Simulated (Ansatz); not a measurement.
SiC (zinc blende), conventional cell a = b = c = 4.380 Å, α = β = γ = 90.00°. The calculation uses the primitive cell of 2 atoms, to which meshes and values per cell refer.

Grid over V/V₀ and (c/a)/(c/a)₀, subscript 0 meaning the relaxed cell; the conventional c axis lies along z; no internal relaxation.

The numbers are results of PBE (plane waves to 420 eV, PAW, scalar-relativistic; Ansatz, a quantum-chemistry and plane-wave program), not measurements. k mesh 13×13×13 (Γ-centred), Fermi-Dirac smearing 0.05 eV. The energy includes the smearing's −TS. SiC was relaxed with its symmetry unable to fall. The zero of ΔE is the relaxed starting cell.

Question: Predict the ΔE (eV/atom) at all points of the grid V/V₀ = 0.960, 0.980, 1.000, 1.020, 1.040 by (c/a)/(c/a)₀ = 0.960, 0.980, 1.000, 1.020, 1.040.

Answer: ΔE (eV/atom), with V/V₀ across and (c/a)/(c/a)₀ down:

```tsv
(c/a)/(c/a)₀ \ V/V₀	0.960	0.980	1.000	1.020	1.040
0.960	0.0204	0.0115	0.0088	0.0117	0.0196
0.980	0.0141	0.0051	0.0022	0.0050	0.0127
1.000	0.0119	0.0029	0.0000	0.0027	0.0105
1.020	0.0141	0.0051	0.0023	0.0050	0.0128
1.040	0.0207	0.0118	0.0091	0.0119	0.0198
```

(A scan under strain: stresses follow from slopes of the energy per volume, elastic moduli from its curvatures.)
